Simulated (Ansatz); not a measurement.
Input and output for Mo (bcc type): DFT, PBEsol, PAW with Ansatz's default frozen-core files, scalar-relativistic (Ansatz 0.2.0). This run: holes in Mo by PAW files.

The cell is held at a set volume and isn't relaxed, so it needn't be at zero pressure.

Command: `ansatz run input.yaml --threads 1 --pin off --max-ram 2560MiB --backend cpu --events-out ev --progress --plain --runs-dir out` It took 6.4 s on 1 thread of Intel(R) Xeon(R) Platinum 8259CL CPU @ 2.50GHz (Skylake/Cascade Lake), on a shared host, peak memory 0.42 GiB.

```yaml
crystal:
  lattice:
    - [3.1627850254, 0.0, 0.0]
    - [0.0, 3.1627850254, 0.0]
    - [0.0, 0.0, 3.1627850254]
  atoms:
    - { symbol: Mo, position: [0.0, 0.0, 0.0] }
    - { symbol: Mo, position: [0.5, 0.5, 0.5] }
kpoints:
  mp_grid: { grid: [8, 8, 8] }
scf:
  occupations: { method: fermi_dirac, width: 0.0816 }
hamiltonian:
  xc: pbesol
  pseudopotentials: { kind: paw }
output:
  forces: true
  stress: true
  eigenvalues: true
  core_levels:
    shells: { Mo: ["2p"] }
    counted_from: fermi_level
    add_spin: always
  write_density: true
  write_potential: true
  elf: true
  volumetric_format: npy
```

Output:

```
Engine: ansatz 0.2.0
Pseudopotentials: kind: paw
Pseudopotential: Mo, paw, valence charge 14, recommended cutoff 420 eV (normal), Mo.paw.azcp
Functional definition: PBEsol
  exchange = pbesol_x
  correlation = pbesol_c
Crystal: 2 atoms, lattice volume = 31.638 Å³
Basis set: ecut = 420 eV, 619 PW (Γ), exchange–correlation on 48×48×48 points (8 copies of the dense FFT grid, shifted against one another)
Bands: 18, of which v1, the nominal top of the filled ones, is band 14 counted from 1 (13 counted from 0)
Symmetry: 96 space group operations
Space group: Im-3m (ITA 229), of the structure as read, at distance tolerance 3.2e-5 Å
k-points: 35 of 512
Non-local potential: Mo, projectors of the file, l = 0: 3, l = 1: 2, l = 2: 2, l = 3: 1
PAW form: soft (Blöchl's): semilocal exchange-correlation on the pseudo side does not see the compensation charge
PAW frozen core: Mo, regenerated for the run's functional, and the local potential with it (the file was generated under x = pbe(κ = 0.804, μ = 0.2195149727645171), c = pbe(β = 0.06672455060314922))
PAW one-centre angular grid: Mo, 590 points (default); XC on 64 Gauss nodes
Initial density: superposition of atomic densities (neutral atoms: chi_scale 0, normalization atom), corrected by the library's trained network
Initial wavefunctions: pseudopotential atomic-orbital guess
Functional: x = pbesol(κ = 0.804, μ = 0.12345679012345678), c = pbesol(β = 0.046)
SCF iter   1: F=—  HF=-9794.914992 eV  |F-HF|=—  |Δ(HF+E_count)|=         —  Δρ=6.12e-3  dr2=9.22e-3  ethr=1.77e-3  ⟨swp⟩=5.1  Hψ=2775  notcnv=0
preconditioner: auto → none  [metal: Δε(μ)=0.034 eV  Ē_g=4.589 eV  σ=0.082 eV  W_gap=0.10  n_scr=6 (ndim 8)  ℏωp=22.9 eV  f_vac=0.000  D(μ)=1.72/eV (n_scr^D=18)  sad-step TF]
SCF iter   2: F=—  HF=-9794.912678 eV  |F-HF|=—  |Δ(HF+E_count)|=   2.31e-3  Δρ=3.26e-3  dr2=2.48e-3  ethr=3.29e-5  ⟨swp⟩=1.6  Hψ=1038  notcnv=0
SCF iter   3: F=—  HF=-9794.911809 eV  |F-HF|=—  |Δ(HF+E_count)|=   8.69e-4  Δρ=2.80e-4  dr2=2.55e-5  ethr=8.87e-6  ⟨swp⟩=2.0  Hψ=828  notcnv=0
SCF iter   4: F=—  HF=-9794.911800 eV  |F-HF|=—  |Δ(HF+E_count)|=   9.28e-6  Δρ=4.39e-5  dr2=2.01e-7  ethr=9.11e-8  ⟨swp⟩=2.3  Hψ=1023  notcnv=0
iter 5 did not close the SCF: its close was put off for the readings that it lacked (scf_convergence_deferred on its scf_iter line)
SCF iter   5: F=-9794.911800 eV  HF=-9794.911800 eV  |F-HF|=1.41e-8  |Δ(HF+E_count)|=   3.87e-7  Δρ=8.89e-6  dr2=2.03e-8  ethr=7.17e-10  ⟨swp⟩=2.7  Hψ=1063  notcnv=0
SCF iter   6: F=-9794.911800 eV  HF=-9794.911800 eV  |F-HF|=1.82e-12  |Δ(HF+E_count)|=   5.86e-9  Δρ=3.22e-7  dr2=7.86e-12  ethr=7.27e-11  ⟨swp⟩=4.4  Hψ=3348  notcnv=0
SCF 1 converged in 6 iterations: F = -9794.911800 eV  dr2 = 7.86e-12
  greatest PAW one-centre occupation: 0.999 electrons in one spin orbital (limit 2), on the Mo atom at site 1 (counted from 0), in its partial waves of l = 0
── core hole 1/1: 2p of Mo 0 ──
── 2p of Mo 0: 2544.407 eV over the cell without the hole, in 12 iterations ──
SCF converged after 6 iterations
Free energy (F): -9794.911800 eV
Harris-Foulkes:  -9794.911800 eV  (|F-HF|=1.82e-12)
Internal energy: -9794.874934 eV  (E = F + TS)
E sigma→0 (E₀):  -9794.893367 eV
Entropy (-TS):   -0.036866 eV (-18.433 meV/atom)
Fermi energy:    20.655794 eV
--- Per-component energies (eV) ---
  E_band       = -120.456422
  E_kinetic    = 880.353840
  E_local      = -1586.942014  (includes V_loc(G=0)·N_el)
  E_nonlocal   = 288.654652
  E_hartree    = 521.907700
  E_xc         = -364.423732
  E_vxc        = -456.427755  (∫ρ·V_xc dr)
  E_paw        = -6287.351882  (= ΣΔE_a)
  E_vpaw       = -289.910521  (= ΣTr[D̂ρ^β])
  E_aug_tail   = 0.000076  (compensation charges beyond the density's cutoff)
  E_ewald      = -3247.492172
  E_core_change = 0.418599  (= ΣΔE_core)
  E_smearing   = -0.036866  (= −TS)
  E_closure    = -0.000000  (closes the sum)
  Σ components = -9794.911800   (vs F -9794.911800, Δ=0.00e0)
--- Forces (eV/Å), atoms counted from 1 ---
  atom   1  Mo    -0.00000000     0.00000000    -0.00000000
  atom   2  Mo    -0.00000000     0.00000000    -0.00000000
  max |Σ_I F_I| component: 3.95e-29 eV/Å
--- Stress (GPa, compression-positive) ---
       -7.867287      -0.000000       0.000000
        0.000000      -7.867287       0.000000
        0.000000       0.000000      -7.867287
  P = ⅓ Tr σ = -7.8673 GPa (-78.673 kbar)
--- Band table (eV; the first three rows and the last of 35) ---
  k-point 0: bands = ["-40.5209", "-40.0886", "-14.7639", "-14.7639", "-14.7639", "-13.8272", "-13.8272", "-13.8272", "13.4466", "15.3072", "15.3072", "19.3346", "19.3346", "19.3346", "22.2998", "22.2998", "24.6134", "24.6134"]
  k-point 1: bands = ["-40.5021", "-40.1025", "-14.7657", "-14.7272", "-14.7272", "-13.9029", "-13.8615", "-13.8615", "13.7860", "15.4882", "15.5970", "19.3158", "19.3158", "19.4848", "21.8589", "22.4563", "23.7454", "23.7454"]
  k-point 2: bands = ["-40.4495", "-40.1432", "-14.7548", "-14.6231", "-14.6231", "-14.0990", "-13.9599", "-13.9599", "14.7140", "16.0242", "16.3230", "19.3327", "19.3327", "19.9269", "20.7550", "22.2667", "22.2667", "22.8754"]
  k-point 34: bands = ["-40.2473", "-40.2473", "-14.5151", "-14.5151", "-14.5151", "-14.5151", "-14.5151", "-14.5151", "18.0754", "18.0754", "18.0754", "18.0754", "18.0754", "18.0754", "23.0674", "23.0674", "23.0674", "23.0674"]
--- Core levels from the Fermi level (as output.core_levels.counted_from types it; a hole's nearest image at 3.2 Å) ---
  the holes have spin, as output.core_levels.add_spin types it
  atom         alike  shell      binding/eV   shift/eV difference/eV images/eV   SCF
  Mo 0             2     2p        2544.407     +0.000      2544.407         –    12
  the dataset of Mo with a 2p hole: scattering error 0.007 eV; free atom: scalar-relativistic, large and small components
  the two lines of Mo's 2p: 2p1/2 +69.850 eV and 2p3/2 -34.925 eV off its levels, 1 : 2 in strength
```

Next run (further holes in Mo by PAW files), as changes to the input before:

```diff
   core_levels:
-    shells: { Mo: ["2p"] }
+    shells: { Mo: ["3d", "3p"] }
     counted_from: fermi_level
     add_spin: always
-  write_density: true
-  write_potential: true
-  elf: true
-  volumetric_format: npy
```

Results part of the output:

```
SCF 1 converged in 6 iterations: F = -9794.911800 eV  dr2 = 7.99e-12
  greatest PAW one-centre occupation: 0.999 electrons in one spin orbital (limit 2), on the Mo atom at site 1 (counted from 0), in its partial waves of l = 0
── core hole 1/2: 3d of Mo 0 ──
── 3d of Mo 0: 227.154 eV over the cell without the hole, in 12 iterations ──
── core hole 2/2: 3p of Mo 0 ──
── 3p of Mo 0: 384.644 eV over the cell without the hole, in 12 iterations ──
SCF converged after 6 iterations
Free energy (F): -9794.911800 eV
Harris-Foulkes:  -9794.911800 eV  (|F-HF|=3.64e-12)
Internal energy: -9794.874934 eV  (E = F + TS)
E sigma→0 (E₀):  -9794.893367 eV
Entropy (-TS):   -0.036866 eV (-18.433 meV/atom)
Fermi energy:    20.655794 eV
--- Per-component energies (eV) ---
  E_band       = -120.456422
  E_kinetic    = 880.353841
  E_local      = -1586.942015  (includes V_loc(G=0)·N_el)
  E_nonlocal   = 288.654651
  E_hartree    = 521.907700
  E_xc         = -364.423732
  E_vxc        = -456.427755  (∫ρ·V_xc dr)
  E_paw        = -6287.351882  (= ΣΔE_a)
  E_vpaw       = -289.910521  (= ΣTr[D̂ρ^β])
  E_aug_tail   = 0.000076  (compensation charges beyond the density's cutoff)
  E_ewald      = -3247.492172
  E_core_change = 0.418599  (= ΣΔE_core)
  E_smearing   = -0.036866  (= −TS)
  E_closure    = 0.000000  (closes the sum)
  Σ components = -9794.911800   (vs F -9794.911800, Δ=0.00e0)
--- Forces (eV/Å), atoms counted from 1 ---
  atom   1  Mo     0.00000000    -0.00000000    -0.00000000
  atom   2  Mo    -0.00000000    -0.00000000     0.00000000
  max |Σ_I F_I| component: 1.15e-29 eV/Å
--- Stress (GPa, compression-positive) ---
       -7.867278       0.000000       0.000000
       -0.000000      -7.867278       0.000000
        0.000000      -0.000000      -7.867278
  P = ⅓ Tr σ = -7.8673 GPa (-78.673 kbar)
--- Band table (eV; the first three rows and the last of 35) ---
  k-point 0: bands = ["-40.5209", "-40.0886", "-14.7639", "-14.7639", "-14.7639", "-13.8272", "-13.8272", "-13.8272", "13.4466", "15.3072", "15.3072", "19.3346", "19.3346", "19.3346", "22.2998", "22.2998", "24.6134", "24.6134"]
  k-point 1: bands = ["-40.5021", "-40.1025", "-14.7657", "-14.7272", "-14.7272", "-13.9029", "-13.8615", "-13.8615", "13.7860", "15.4882", "15.5970", "19.3158", "19.3158", "19.4848", "21.8589", "22.4563", "23.7454", "23.7454"]
  k-point 2: bands = ["-40.4495", "-40.1432", "-14.7548", "-14.6231", "-14.6231", "-14.0990", "-13.9599", "-13.9599", "14.7140", "16.0242", "16.3230", "19.3327", "19.3327", "19.9269", "20.7550", "22.2667", "22.2667", "22.8754"]
  k-point 34: bands = ["-40.2473", "-40.2473", "-14.5151", "-14.5151", "-14.5151", "-14.5151", "-14.5151", "-14.5151", "18.0754", "18.0754", "18.0754", "18.0754", "18.0754", "18.0754", "23.0674", "23.0674", "23.0674", "23.0674"]
--- Core levels from the Fermi level (as output.core_levels.counted_from types it; a hole's nearest image at 3.2 Å) ---
  the holes have spin, as output.core_levels.add_spin types it
  atom         alike  shell      binding/eV   shift/eV difference/eV images/eV   SCF
  Mo 0             2     3d         227.154     +0.000       227.154         –    12
  Mo 0             2     3p         384.644     +0.000       384.644         –    12
  the dataset of Mo with a 3d hole: scattering error 0.005 eV; free atom: scalar-relativistic, large and small components
  the two lines of Mo's 3d: 3d3/2 +1.908 eV and 3d5/2 -1.272 eV off its levels, 2 : 3 in strength
  the dataset of Mo with a 3p hole: scattering error 0.005 eV; free atom: scalar-relativistic, large and small components
  the two lines of Mo's 3p: 3p1/2 +11.827 eV and 3p3/2 -5.913 eV off its levels, 1 : 2 in strength
```

The PAW files were made under PBE.
